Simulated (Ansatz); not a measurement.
Cu Kα1 powder pattern (kinematic, no thermal factors).
| 2θ (°) | relative intensity |
| --- | --- |
| 20.71 | 29 |
| 25.88 | 100 |
| 31.01 | 21 |
| 36.27 | 82 |
| 37.58 | 48 |
| 42.13 | 4 |
| 45.10 | 21 |
| 48.45 | 36 |
| 52.13 | 14 |
| 53.22 | 17 |
| 56.78 | 3 |
| 59.19 | 18 |
| 64.63 | 5 |
| 65.16 | 7 |
| 65.25 | 14 |
| 66.11 | 17 |
| 68.66 | 2 |
| 73.99 | 9 |
| 76.43 | 16 |
| 76.92 | 8 |
| 77.00 | 8 |
| 80.21 | 1 |
| 80.77 | 1 |
| 82.84 | 6 |
| 85.30 | 6 |
| 87.57 | 3 |
| 89.00 | 7 |

The pattern is computed from a structure relaxed with DFT PBE, scalar-relativistic, plane waves, PAW (Ansatz 0.2.0). No spin polarisation. Its elements are Li, Mg.

Problem. Give the structure.

Solution. Li$_{2}$Mg.
Space group P6_3/mmc (No. 194). a = 4.949 Å, b = 4.949 Å, c = 5.764 Å, α = 90.00°, β = 90.00°, γ = 120.00°
```csv
atom,site,symmetry,x,y,z
Li,2a,-3m.,0.0000,0.0000,0.0000
Li,2d,-6m2,0.6667,0.3333,0.2500
Mg,2c,-6m2,0.6667,0.3333,0.7500
```

A pattern alone doesn't exclude other cells with like lines; this is the one computed.

The structure comes from a generated guess; another structure or a mixture of phases may lie lower.
